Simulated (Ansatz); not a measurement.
Method: PBE, spin-orbit coupling; PAW, plane waves to 420 eV, 5×5×3 Γ-centred mesh, fermi-dirac occupations (width 0.0271 eV) (Ansatz 0.2.0), atoms fixed.

Computed maps in the lattice plane spanned by a (left to right, 3.52 Å, 11 points from zero) and b (bottom to top, 3.52 Å, 11 points from zero), 90° apart, at height 0.000 along c. The fields are smooth PAW ones with compensation charges, not the true ones near nuclei.

Valence density. Digits on a logarithmic scale: 0 up to 0.03 e/Å³, each further digit a factor of 1.6, 9 from 1.3 e/Å³ up:
```
99965555699
99765555679
66667887666
55579999755
55589999855
55589999855
55579999755
66667887666
99765555679
99965555699
99965555699
```

Spin density, z component. Ten even steps from '0' (0.01 e/Å³) to '9' (0.26 e/Å³):
```
64200000024
12100000012
00001111000
00012332100
00013773100
00013773100
00012332100
00001111000
12100000012
64200000024
96100000016
```

Question: The cell is ZrTiS. Which atoms lie within 0.2 Å of this plane, and where (fractions of a and b)?

Answer: Ti at (0.00, 0.00), Ti at (0.50, 0.50). The whole cell:
```xyz
6
Lattice="3.5191 0.0000 0.0000 0.0000 3.5191 0.0000 0.0000 0.0000 7.7985" Properties=species:S:1:pos:R:3 pbc="T T T"
Ti    0.0000    0.0000    0.0000
Ti    1.7595    1.7595    0.0000
Zr    0.0000    1.7595    2.1602
Zr    1.7595    0.0000    5.6383
S     0.0000    1.7595    4.8506
S     1.7595    0.0000    2.9478
```

No atom carries over 0.3 μB, and the net moment is 0.91 μB a cell; the state need not be the lowest.

Origin: a known structure type with other elements, at an estimated volume, so it need not be a known compound. Caveats: the k mesh is coarse if the cell is a metal; atoms or cell far from equilibrium.
